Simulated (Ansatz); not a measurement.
# Bi₂S₃, one structure, two calculations

Cell: an entry of the Crystallography Open Database (COD) (listed for 9.2 GPa), its atoms then relaxed with PBE in this cell.

Space group Pnma (No. 62); a = 10.6340, b = 3.8423, c = 10.4630 Å.

```csv
site,Wyckoff,site symmetry,x,y,z
Bi1,4c,.m.,0.9905,0.2500,0.6778
Bi5,4c,.m.,0.3204,0.2500,0.4727
S9,4c,.m.,0.0518,0.2500,0.1282
S13,4c,.m.,0.3747,0.2500,0.0598
S17,4c,.m.,0.2234,0.2500,0.7951
```

One atom of each set is listed.

First run. All values are calculated (Ansatz; DFT, PBE, plane waves and PAW, scalar-relativistic, 420 eV cutoff, Γ-centred 3×7×3 k-points, Fermi–Dirac smearing 0.02 eV), not measured.

```tsv
site	V_zz (10²¹ V/m²)	η
Bi1	-4.32	0.10
Bi5	-8.37	0.35
S9	-1.39	0.73
S13	-5.30	0.19
S17	0.88	0.73
```

Second run. The same atoms and settings, except that spin–orbit coupling is included (fully relativistic PAW files).

Q: Given the first result, estimate the second.

A: 

```json
{"site": "Bi1", "V_zz": "-3.58", "η": "0.23", "change of V_zz": "+0.74"}
{"site": "Bi5", "V_zz": "-8.81", "η": "0.26", "change of V_zz": "-0.44"}
{"site": "S9", "V_zz": "-1.67", "η": "0.46", "change of V_zz": "-0.28"}
{"site": "S13", "V_zz": "-5.28", "η": "0.23", "change of V_zz": "+0.02"}
{"site": "S17", "V_zz": "0.92", "η": "0.09", "change of V_zz": "+0.04"}
```

The largest change of V_zz is on Bi1, from -4.32 to -3.58. In per cent, |V_zz| changes by -17 to +5 on Bi, -1 to +20 on S (all sites that start above 0.5). Where |V_zz| stays above 0.1 and the axes keep their order, η moves most on S17, from 0.73 to 0.09. On Bi1 V_xx and V_yy change places (or their axes turn by over 50°), so the two values of η hide a larger change.

At this cell the PBE pressure is 12 GPa, so with PBE the cell would grow if it were relaxed.
For the first run: With a gap of 0.9 eV on this mesh, small gradients can still move by 0.1 × 10²¹ V/m² or more as the k-mesh gets denser.
For the second run: With a gap of 0.6 eV on this mesh, small gradients can still move by 0.1 × 10²¹ V/m² or more as the k-mesh gets denser.
